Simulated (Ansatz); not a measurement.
Data:

SiRu₂:
Space group P6₃/mmc (No. 194); a = b = 4.1738 Å, c = 5.3362 Å, α = β = 90.00°, γ = 120.00°

```
atom  site  symmetry       x       y       z
----  ----  --------  ------  ------  ------
Si      2c      -6m2  0.3333  0.6667  0.2500
Ru      2a      -3m.  0.0000  0.0000  0.0000
Ru      2d      -6m2  0.6667  0.3333  0.2500
```

This is the PBE-relaxed structure.

### Question
All from plane-wave PAW PBE (Ansatz code), unless another level is named. Estimate the electronic character.

### Answer
metallic (no gap).

### Question
Give the formation energy from the elements (no fitted shifts).

### Answer
-0.15 eV/atom.

### Question
Predict the density of states at the Fermi level.

### Answer
1.6 states/eV per atom (mean over ±0.08 eV).

Space group P6_3/mmc. A made-up cell: these elements were put on the sites of a structure type; neither database checked (COD, Materials Project) lists it. Its standing as an ambient phase is unchecked. The cell was relaxed with PBE under the symmetry of its start; its stability against distortions is not shown here. The run is not spin-polarised. The references are the lowest solids computed at this level, not always the standard phases. Scalar-relativistic: spin–orbit coupling is off unless named, which matters more the heavier the elements.

Potentials: the later of the program's two PAW sets.
